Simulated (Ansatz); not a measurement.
Total density of states per atom from plane-wave PAW r²SCAN (Ansatz code), in 0.25 eV bins, energy from the valence-band maximum:

```
E (eV) | states/eV/atom
    -3.05 |  0.00
    -2.80 | ############### 1.45
    -2.55 | ######### 0.84
    -2.30 | ####### 0.71
    -2.05 | ############### 1.46
    -1.80 | ################# 1.67
    -1.55 | ####################### 2.16
    -1.30 | ############ 1.18
    -1.05 | ############# 1.24
    -0.80 | ################ 1.58
    -0.55 | ############################## 2.88
    -0.30 | ################## 1.77
    -0.05 | ########### 1.04
     0.20 |  0.00
     0.45 |  0.00
     0.70 |  0.00
     0.95 |  0.00
     1.20 |  0.00
     1.45 |  0.00
     1.70 |  0.00
     1.95 |  0.00
     2.20 |  0.00
     2.45 |  0.00
     2.70 |  0.00
     2.95 |  0.00
     3.20 |  0.00
     3.45 |  0.00
     3.70 |  0.00
     3.95 |  0.00
     4.20 |  0.00
     4.45 |  0.00
     4.70 |  0.00
     4.95 |  0.00
     5.20 |  0.00
     5.45 |  0.00
     5.70 |  0.00
     5.95 |  0.00
     6.20 |  0.00
     6.45 |  0.00
     6.70 |  0.00
     6.95 |  0.00
     7.20 | ###### 0.60
     7.45 | ######### 0.90
     7.70 | ############### 1.47
     7.95 | ################ 1.56
     8.20 | ############ 1.19
     8.45 | ### 0.28
     8.70 |  0.00
     8.95 | ##### 0.45
     9.20 | ###### 0.59
     9.45 | ###### 0.58
     9.70 | ###### 0.54
     9.95 | ### 0.33
    10.20 | ##### 0.44
    10.45 | ##### 0.45
    10.70 | ##### 0.46
    10.95 | ##### 0.50
    11.20 | ##### 0.50
    11.45 | ### 0.24
    11.70 | ## 0.17
```

Which of these materials gives this?
A. SrScO2F, P4/mmm (Sr on 1d, Sc on 1a, O on 2f, F on 1b)
B. ScF3, R-3c (Sc on 6b, F on 18e)
C. ScPd3, I4/mmm (Pd on 2b, Pd on 4d, Sc on 2a)
D. HfNF, Pbcm (Hf on 4d, F on 4d, N on 4c)

B, ScF3, R-3c (Sc on 6b, F on 18e). Top 1 eV of the valence band: F 2p 98 %. Bottom 1 eV of the conduction band: Sc 3d 91 %, F 2p 7 %. Projections are on Löwdin-orthogonalised atomic valence shells; empty p or d shells of many metals are not among them.

The first step of the workflow began from a Materials Project structure, measured or hypothetical; the Crystallography Open Database copy checked does not list it. COD files the formula under space group No. 155, 191, 194, 221. Whether it is the stable phase at ambient conditions was not checked. Symmetry was held in the r²SCAN relaxation; whether a distortion lowers the energy is not shown. No spin polarisation was allowed.

Potentials: the earlier of the program's two PAW sets. The files were generated under PBE; for other functionals the program regenerates the frozen cores, and for LDA and PBEsol the local potential too.
